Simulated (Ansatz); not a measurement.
Data:

Ta2C:
```cif
data_C2Ta4
_chemical_formula_sum 'Ta4 C2'
_space_group_name_H-M_alt 'P 1'
_space_group_IT_number 1
_cell_length_a 3.52474
_cell_length_b 3.52474
_cell_length_c 6.51850
_cell_angle_alpha 90.000
_cell_angle_beta 90.000
_cell_angle_gamma 90.000
loop_
_space_group_symop_operation_xyz
  'x, y, z'
loop_
_atom_site_label
_atom_site_type_symbol
_atom_site_fract_x
_atom_site_fract_y
_atom_site_fract_z
_atom_site_occupancy
Ta1 Ta 0.00000 0.00000 0.00000 1
Ta2 Ta 0.50000 0.50000 0.00000 1
Ta3 Ta 0.50000 0.00000 0.36781 1
Ta4 Ta 0.00000 0.50000 0.63219 1
C1 C 0.50000 0.00000 0.72510 1
C2 C 0.00000 0.50000 0.27490 1
```

This is the PBE-relaxed structure.

Q: All from plane-wave PAW PBE (Ansatz code), unless another level is named. Estimate the electronic character.

A: metallic (no gap).

Q: And the formation energy from the elements (no fitted shifts)?

A: 0.38 eV/atom.

Q: Next, the density of states at the Fermi level?

A: 0.39 states/eV per atom (mean over ±0.08 eV).

Space group P4/nmm. The cell is a constructed one: a structure type filled with these elements; neither database checked (COD, Materials Project) lists it. COD files the formula under space group No. 164. Whether it is the stable phase at ambient conditions was not checked. The cell was relaxed with PBE under the symmetry of its start; its stability against distortions is not shown here. No spin polarisation was allowed. The references are the lowest solids computed at this level, not always the standard phases. Scalar-relativistic: spin–orbit coupling is off unless named, which matters more the heavier the elements.

Potentials: the later of the program's two PAW sets.
